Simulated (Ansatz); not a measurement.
Space group Fm-3m (No. 225). a = 4.167 Å, b = 4.167 Å, c = 4.167 Å, α = 90.00°, β = 90.00°, γ = 90.00°
```json
{"atom": "Co", "site": "4a", "symmetry": "m-3m", "x": "0.0000", "y": "0.0000", "z": "0.0000"}
{"atom": "O", "site": "4b", "symmetry": "m-3m", "x": "0.0000", "y": "0.0000", "z": "0.5000"}
```

Equation of state of this CoO structure (not necessarily the ground state), with shape and atoms relaxed at each volume where symmetry leaves them free. It has no gap at any of these volumes. Computed with DFT PBEsol, scalar-relativistic, plane waves, PAW (Ansatz 0.2.0).

Plane waves to 420 eV, a k mesh through Γ of 20×20×20 on the computed 2-atom cell and Gaussian smearing (0.10 eV); collinear spin.

```json
{"V (Å³/atom)": "7.961", "E − E(largest V) (meV/atom)": "37.62", "P (GPa)": "26.15"}
{"V (Å³/atom)": "8.232", "E − E(largest V) (meV/atom)": "0.82", "P (GPa)": "18.27"}
{"V (Å³/atom)": "8.504", "E − E(largest V) (meV/atom)": "-24.61", "P (GPa)": "11.25"}
{"V (Å³/atom)": "8.775", "E − E(largest V) (meV/atom)": "-38.30", "P (GPa)": "5.32"}
{"V (Å³/atom)": "9.046", "E − E(largest V) (meV/atom)": "-42.88", "P (GPa)": "0.00"}
{"V (Å³/atom)": "9.318", "E − E(largest V) (meV/atom)": "-38.80", "P (GPa)": "-4.71"}
{"V (Å³/atom)": "9.589", "E − E(largest V) (meV/atom)": "-27.18", "P (GPa)": "-9.19"}
{"V (Å³/atom)": "9.951", "E − E(largest V) (meV/atom)": "0.00", "P (GPa)": "-14.77"}
```

Task: Fit a third-order Birch–Murnaghan equation to E(V).

Result: V0 = 9.05 Å³/atom, B0 = 171 GPa, B0' = 2.6.

The cell holds one magnetic atom, so it can only be ferromagnetic; an antiferromagnetic order may lie lower.